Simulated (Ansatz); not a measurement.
# Structure search: one BiAsS candidate

The calculation used DFT PBE, scalar-relativistic, plane waves, PAW in Ansatz. Cutoff 420 eV, Gaussian smearing, Γ-centred meshes. Cell and atoms relax first on a coarse mesh and then on a finer one. In between, the cell is made exact in the group found at 0.06 Å. In metals the finer mesh still leaves noise of several meV/atom or more. The steps can't lower the symmetry of their start. No spin polarisation.

The cell of BiAsS is invented: random cell by space group and Wyckoff sites (P4/nmm, No. 129). Its size is a rough estimate.

```cif
data_structure
_symmetry_space_group_name_H-M 'P4/nmm:1'
_symmetry_Int_Tables_number 129
_cell_length_a 5.0426
_cell_length_b 5.0426
_cell_length_c 6.3070
_cell_angle_alpha 90.000
_cell_angle_beta 90.000
_cell_angle_gamma 90.000
_cell_volume 160.37
loop_
_atom_site_label
_atom_site_type_symbol
_atom_site_symmetry_multiplicity
_atom_site_Wyckoff_symbol
_atom_site_fract_x
_atom_site_fract_y
_atom_site_fract_z
_atom_site_occupancy
Bi1 Bi 2 c 0.50000 0.00000 0.36298 1
As1 As 2 a 0.50000 0.50000 0.00000 1
S1 S 2 b 0.50000 0.50000 0.50000 1
```

Formation energies are uncorrected and refer to the elements' standard structures at the same level.

Question: What does it relax into?

Answer: The symmetry stays P4/nmm (No. 129). The volume per atom shrinks by 2.1 %, from 26.7 to 26.2 Å³. The shortest distance goes from 2.67 Å (Bi–S) to 2.62 Å (As–S). The ratio c/a of the conventional cell changes by a factor of 0.76. The energy falls by about 0.33 eV/atom (the start's value is from the coarse mesh). The end is written in a standard setting, so origin, axes and order of atoms can differ from the start's. Conventional cell: a = 5.479 Å, c = 5.233 Å. Around Bi lie 4 As at 3.01 Å and 4 S at 3.06 Å; As has 2 S at 2.62 Å and 4 Bi at 3.01 Å; S has 2 As at 2.62 Å and 4 Bi at 3.06 Å.

```
Bi As S
1.0
     5.47855    0.00000    0.00000
     0.00000    5.47855    0.00000
     0.00000    0.00000    5.23320
Bi As S
2 2 2
Direct
  0.50000 0.00000 0.24049
  0.00000 0.50000 0.75951
  0.50000 0.50000 0.00000
  0.00000 0.00000 0.00000
  0.50000 0.50000 0.50000
  0.00000 0.00000 0.50000
```

Question: Give its energy and gap.

Answer:

* Formation energy: +0.12 eV/atom
* Gap on the 8×8×8 mesh of the 6-atom cell: 0 eV (a metal)

A positive value: parting into the elements would lower its energy.

The last run used Gaussian smearing of 0.10 eV. Spin–orbit coupling, which can matter for Bi, is left out. The reference forms of As and S are held partly by dispersion forces, which this level lacks. A structure relaxed within its symmetry needn't be a true minimum.
